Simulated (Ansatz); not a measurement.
Input:

B:
```cif
data_B36
_chemical_formula_sum 'B36'
_space_group_name_H-M_alt 'R-3m :H'
_space_group_IT_number 166
_space_group_name_Hall '-R 3 2"'
_cell_length_a 4.84079
_cell_length_b 4.84079
_cell_length_c 12.39334
_cell_angle_alpha 90.000
_cell_angle_beta 90.000
_cell_angle_gamma 120.000
loop_
_atom_site_label
_atom_site_type_symbol
_atom_site_symmetry_multiplicity
_atom_site_Wyckoff_symbol
_atom_site_fract_x
_atom_site_fract_y
_atom_site_fract_z
_atom_site_occupancy
B1 B 18 h 0.23745 0.11872 0.10825 1
B2 B 18 h 0.19716 0.39433 0.02431 1
```
(The calculation used a cell of 12 atoms; values per cell refer to that cell.)

This is the LDA-relaxed structure.

Q: All from the program Ansatz at the LDA level (PAW), unless another level is named. Give the smallest direct gap on the standard path.

A: 1.72 eV.

Q: Predict the conduction-band minimum.

A: on the Γ–T line, 7 % of the way from Γ (2 equivalent valleys).

Q: What about the valence-band maximum?

A: at T.

The LDA relaxation kept the symmetry of its start.

Potentials: the earlier of the program's two PAW sets.
